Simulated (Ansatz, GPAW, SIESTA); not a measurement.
One calculation of Ge3Pd, 3 ways

```
CELL_PARAMETERS angstrom
4.14202 0.00000 0.00000
0.00000 4.14202 0.00000
0.00000 0.00000 4.14202
ATOMIC_POSITIONS crystal
Pd 0.00000 0.00000 0.00000
Ge 0.50000 0.50000 0.00000
Ge 0.50000 0.00000 0.50000
Ge 0.00000 0.50000 0.50000
```

The cell comes from a database or a generator and needn't be the stable form of this composition.

Alike in all runs: task single point; functional PBEsol; k mesh 7 × 7 × 7; occupations fermi-dirac, width 0.05 eV; no spin polarisation; no spin-orbit coupling. Pressure is positive in compression and, in plane waves, holds the error of the finite cutoff.

| program and potentials | plane-wave cutoff (eV) | notes | pressure (GPa) |
| --- | --- | --- | --- |
| SIESTA, files PseudoDojo sr-pbesol-0.4.1-standard, DZP (energy shift 0.003 Ry; two zetas on semicore shells) | - | atomic basis; 15 valence electrons an atom on average | -3.18 |
| Ansatz, all-electron LAPW, scalar-relativistic | - | - | -4.69 |
| GPAW, PAW data sets generated for this functional | 600 | 7 valence electrons an atom on average | ? |

**Question.** Estimate from the other rows what the run with GPAW, PAW data sets generated for this functional gave.

**Answer.** Pressure -4.80 GPa. The other rows, which needn't bracket it: pressure -4.69 to -3.18.
